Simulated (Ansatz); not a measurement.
Space group Pm-3m (No. 221). a = 3.461 Å, b = 3.461 Å, c = 3.461 Å, α = 90.00°, β = 90.00°, γ = 90.00°
| atom | site | symmetry | x | y | z |
| --- | --- | --- | --- | --- | --- |
| Si | 1a | m-3m | 0.0000 | 0.0000 | 0.0000 |
| Ni | 3c | 4/mm.m | 0.0000 | 0.5000 | 0.5000 |

Equation of state of this SiNi₃ structure (not necessarily the ground state), with shape and atoms relaxed at each volume where symmetry leaves them free. It has no gap at any of these volumes. Computed with DFT PBEsol, scalar-relativistic, plane waves, PAW (Ansatz).

Plane waves to 420 eV, a k mesh through Γ of 12×12×12 on the computed 4-atom cell and Gaussian smearing (0.10 eV); no spin polarisation.

```
V (Å³/atom) E − E(largest V) (meV/atom) P (GPa)
      9.122                        76.99    41.37
      9.433                         9.85    28.22
      9.744                       -33.85    17.15
     10.055                       -57.80     7.83
     10.366                       -65.11    -0.04
     10.677                       -58.39    -6.66
     10.988                       -39.87   -12.24
     11.403                         0.00   -18.31
```

**Question.** Fit a third-order Birch–Murnaghan equation to E(V).

**Answer.** V0 = 10.36 Å³/atom, B0 = 240 GPa, B0' = 4.7.